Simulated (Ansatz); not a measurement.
Input:

Ta$_{6}$S:
```yaml
crystal:
  lattice:
    - [5.21245, 0.00000, 0.00000]
    - [1.67898, 3.99128, 6.20807]
    - [2.77608, -3.42012, 6.20807]
  atoms:
    - { symbol: Ta, position: [0.21636, 0.41045, 0.81623] }
    - { symbol: Ta, position: [0.78364, 0.58955, 0.18377] }
    - { symbol: Ta, position: [0.36912, 0.70512, 0.92359] }
    - { symbol: Ta, position: [0.63088, 0.29488, 0.07641] }
    - { symbol: Ta, position: [0.50000, 0.00000, 0.00000] }
    - { symbol: Ta, position: [0.57172, 0.84892, 0.43035] }
    - { symbol: Ta, position: [0.42828, 0.15108, 0.56965] }
    - { symbol: Ta, position: [0.83477, 0.30988, 0.62619] }
    - { symbol: Ta, position: [0.16523, 0.69012, 0.37381] }
    - { symbol: Ta, position: [0.04768, 0.13630, 0.28877] }
    - { symbol: Ta, position: [0.95232, 0.86370, 0.71123] }
    - { symbol: Ta, position: [0.00000, 0.00000, 0.00000] }
    - { symbol: S, position: [0.22526, 0.41563, 0.28411] }
    - { symbol: S, position: [0.77474, 0.58437, 0.71589] }
```

This is the PBEsol-relaxed structure.

### Question
All from PBEsol (plane waves, PAW; program Ansatz), unless another level is named. Predict the electronic character.

### Answer
metallic (no gap).

### Question
Give the density of states at the Fermi level.

### Answer
0.53 states/eV per atom (mean over ±0.08 eV).

### Question
What about the formation energy from the elements (no fitted shifts)?

### Answer
-0.32 eV/atom.

Space group P-1. The workflow started from a Materials Project entry (that database holds measured and hypothetical structures alike); the Crystallography Open Database files this formula in space group No. 2, but the cells were not matched. Its standing as an ambient phase is unchecked. The cell was relaxed with PBEsol under the symmetry of its start; its stability against distortions is not shown here. No spin polarisation was allowed. The references are the lowest solids computed at this level, not always the standard phases. Spin–orbit coupling is left out wherever it is not named.

Potentials: the later of the program's two PAW sets.
